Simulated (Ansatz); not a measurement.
The guess for Sc₂Ge was made by a generator: random cell by space group and Wyckoff sites (Imma, No. 74). The dimensions are guesses.

```
CELL_PARAMETERS angstrom
-3.15024 3.49146 3.13129
3.15024 -3.49146 3.13129
3.15024 3.49146 -3.13129
ATOMIC_POSITIONS crystal
Sc 0.82408 0.50000 0.82408
Sc 0.17592 0.00000 0.67592
Sc 0.17592 0.50000 0.17592
Sc 0.82408 0.00000 0.32408
Ge 0.50000 0.50000 0.00000
Ge 0.00000 0.50000 0.50000
```

Theory: DFT PBE, scalar-relativistic, plane waves, PAW in Ansatz 0.2.0. Cutoff 420 eV, Gaussian smearing, Γ-centred meshes. Cell and atoms relax first on a coarse mesh and then on a finer one. In between, the cell is made exact in the group found at 0.06 Å. In metals the finer mesh still leaves noise of several meV/atom or more. The steps can't lower the symmetry of their start. Collinear spin is switched on along the way, since trial moments persisted in a coarse test.

A guess keeps its type if space group and coordination stay and the shape of the cell changes little (axis ratios within about 15 %, angles within 6°); the volume may change.

Question: Will the relaxed cell still be of the starting type?

Answer: It doesn't keep its type. The symmetry goes from Imma (No. 74) to P4/mmm (No. 123), and the primitive cell from 6 to 3 atoms. The volume per atom grows by 22.7 %, from 23.0 to 28.2 Å³. The shortest distance goes from 2.28 Å (Sc–Ge) to 2.64 Å (Sc–Ge). Counting neighbours within 15 % of an atom's shortest distance, the start has Ge 4, Sc 3 and the end Ge 6, Sc 4. In detail, at the end around Sc lie 2 Ge at 2.64 Å, 2 Sc at 3.03 Å and 4 Sc at 3.74 Å; Ge is surrounded by 4 Sc at 2.64 Å and 2 Ge at 3.03 Å.

```
CELL_PARAMETERS angstrom
5.28586 0.00000 0.00000
0.00000 5.28586 0.00000
0.00000 0.00000 3.02617
ATOMIC_POSITIONS crystal
Sc 0.00000 0.50000 0.00000
Sc 0.50000 0.00000 0.00000
Ge 0.50000 0.50000 0.00000
```

The last run used collinear spin, a 10×10×16 mesh (in the run's order of axes) for its 3-atom cell and Gaussian smearing of 0.10 eV. Another magnetic order may lie lower. A structure relaxed within its symmetry needn't be a true minimum.
